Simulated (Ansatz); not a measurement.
Eu (bcc)

Method: PBE, scalar-relativistic; collinear spin; PAW, 420 eV, 14×14×14 k-mesh, Gaussian smearing of 0.05 eV; code Ansatz. The datasets are Ansatz's generated set soft_2.

```
Eu
1.0
    -2.19106    2.19106    2.19106
     2.19106   -2.19106    2.19106
     2.19106    2.19106   -2.19106
Eu
1
Direct
  0.00000 0.00000 0.00000
```

The geometry is fixed. Moments are started on Eu in several ways. q is the propagation vector of an order in a doubled cell, in units of this cell's reciprocal vectors; doubled cells take an equivalent mesh or are counted from a ferromagnetic run in the same cell, unless said otherwise. Energies count from the first row, the state in which the cell was relaxed.

The starts:
- ferromagnetic
- no spin polarisation
- antiparallel, q = (0, 0, 1/2)
- antiparallel, q = (1/2, 1/2, 1/2)

**Question.** Which start ends lowest?

**Answer.** Lowest: ferromagnetic.

```tsv
start	largest typed moment (μB)	ΔE (meV/atom)	gap on the mesh (eV)	P (GPa)	final spin moments (μB)
ferromagnetic	7.70*	0.0	metal	0.0	Eu 7.00
no spin polarisation	0.00	7292.7	metal	-4.1	none
antiparallel, q = (0, 0, 1/2)	7.00	6.8	metal	-0.1	Eu 6.98, -6.98
antiparallel, q = (1/2, 1/2, 1/2)	7.00	37.7	metal	0.2	Eu 6.89, -6.89
```

A star marks runs that didn't start from the typed moments alone: the program put its own moment for the open shell in their place.

The program noted a lower state or an instability beside: antiparallel, q = (0, 0, 1/2); antiparallel, q = (1/2, 1/2, 1/2). The lower rows of the table may be what it saw.

The program marks the state without spin polarisation as possibly unstable.

The row without spin polarisation prices the pairing of the open shell's electrons, not a magnetic ordering energy.

Only orders that fit these small cells were tried, so the real crystal's order may be another.

Without a U the 4f levels of Eu lie too near the Fermi level, so their share of the states there, and what hangs on it, is overstated. Spin–orbit coupling is left out. Site moments are of spin, integrated over atomic spheres.

The open shells may stand above their lowest state.
